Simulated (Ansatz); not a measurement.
Total density of states per atom from PBEsol in the plane-wave PAW code Ansatz, in 0.25 eV bins, energy from the Fermi level:

```
E (eV) | states/eV/atom
    -7.85 | ############# 0.79
    -7.60 |  0.03
    -7.35 |  0.00
    -7.10 |  0.00
    -6.85 |  0.00
    -6.60 |  0.00
    -6.35 |  0.00
    -6.10 |  0.00
    -5.85 |  0.00
    -5.60 |  0.00
    -5.35 |  0.00
    -5.10 |  0.00
    -4.85 | # 0.09
    -4.60 | ######## 0.50
    -4.35 | ############# 0.82
    -4.10 | ###### 0.37
    -3.85 | ### 0.20
    -3.60 | ########### 0.70
    -3.35 | ############### 0.95
    -3.10 | ############# 0.82
    -2.85 | ################ 0.98
    -2.60 | ############ 0.75
    -2.35 | ######## 0.51
    -2.10 | ############## 0.88
    -1.85 | ############################## 1.87
    -1.60 | ################### 1.20
    -1.35 | ############# 0.82
    -1.10 | ############## 0.85
    -0.85 | ###### 0.39
    -0.60 | ######################## 1.49
    -0.35 | ##################### 1.28
    -0.10 | ############################# 1.82
     0.15 | ############ 0.74
     0.40 | #### 0.26
     0.65 | ###### 0.37
     0.90 | ######## 0.48
     1.15 | ######### 0.55
     1.40 | ######### 0.56
     1.65 | ######### 0.57
     1.90 | ########## 0.64
     2.15 | ############# 0.80
     2.40 | ################# 1.06
     2.65 | ################## 1.13
     2.90 | ######################## 1.51
     3.15 | ##################### 1.33
```

**Question.** Which compound is it?
A) Nb3Sn, A15 (Cr3Si type)
B) NbRu, CsCl type
C) InCo3SnS2, R-3m (In on 3b, Co on 9e, Sn on 3a, S on 6c)
D) Ag3Sn, Pmmn (Ag on 2b, Ag on 4e, Sn on 2a)

**Answer.** A, Nb3Sn, A15 (Cr3Si type). Within 0.5 eV of the Fermi level: Nb 4d 86 %, Sn 5p 6 %. Projections are on Löwdin-orthogonalised atomic valence shells; empty p or d shells of many metals are not among them.

Space group Pm-3n (A15 (Cr3Si type)). The PBEsol relaxation kept the symmetry of its start; of distortions, only those at the zone centre were tested. The run is not spin-polarised. Scalar-relativistic: spin–orbit coupling is off unless named, which matters more the heavier the elements.

Potentials: the later of the program's two PAW sets.
